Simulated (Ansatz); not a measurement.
**Guessed and relaxed cells of Nb2SiB2**

The guess for Nb2SiB2 was made by a generator: random cell by space group and Wyckoff sites (P4/mmm, No. 123). Lengths were set from tabulated atomic sizes, so they are only a guess.

POSCAR.start

```
Nb Si B
1.0
     4.37783    0.00000    0.00000
     0.00000    4.37783    0.00000
     0.00000    0.00000    3.78238
Nb Si B
2 1 2
Direct
  0.00000 0.00000 0.23543
  0.00000 0.00000 0.76457
  0.50000 0.50000 0.50000
  0.00000 0.50000 0.50000
  0.50000 0.00000 0.50000
```

Theory: DFT PBE, scalar-relativistic, plane waves, PAW (Ansatz). Cutoff 420 eV, Gaussian smearing, Γ-centred meshes. Cell and atoms relax first on a coarse mesh and then on a finer one. In between, the cell is made exact in the group found at 0.06 Å. In metals the finer mesh still leaves noise of several meV/atom or more. The steps can't lower the symmetry of their start. No spin polarisation in the relaxation; trial moments died out in a coarse test.

POSCAR.end

```
Nb Si B
1.0
     3.89277    0.00000    0.00000
     0.00000    3.89277    0.00000
     0.00000    0.00000    5.54769
Nb Si B
2 1 2
Direct
  0.00000 0.00000 0.26831
  0.00000 0.00000 0.73169
  0.50000 0.50000 0.50000
  0.00000 0.50000 0.50000
  0.50000 0.00000 0.50000
```

The symmetry stays P4/mmm (No. 123). The volume per atom grows by 16.0 %, from 14.5 to 16.8 Å³. The shortest distance goes from 1.78 Å (Nb–Nb) to 1.95 Å (Si–B). The ratio c/a of the conventional cell changes by a factor of 1.65. The energy falls by about 2.3 eV/atom (the start's value is from the coarse mesh).

```json
{
 "Volume per atom": "16.81 Å³",
 "Density": "4.65 g/cm³",
 "Energy over the elements": "+0.69 eV/atom",
 "Gap on the 10×10×8 mesh of the 5-atom cell": "0 eV (a metal)"
}
```

Formation energies are uncorrected and refer to the elements' standard structures at the same level. The separate elements lie lower, so it is unstable against them.

The last run used Gaussian smearing of 0.10 eV. A structure relaxed within its symmetry needn't be a true minimum. In all, the 3 runs took 2.6 min on 1 thread of Intel(R) Xeon(R) Platinum 8259CL CPU @ 2.50GHz (Skylake/Cascade Lake), with other jobs on the host. Another cell of Nb2SiB2 relaxed alike, in I4/mmm, lies 0.72 eV/atom lower, so this cell isn't the stable form at this level.
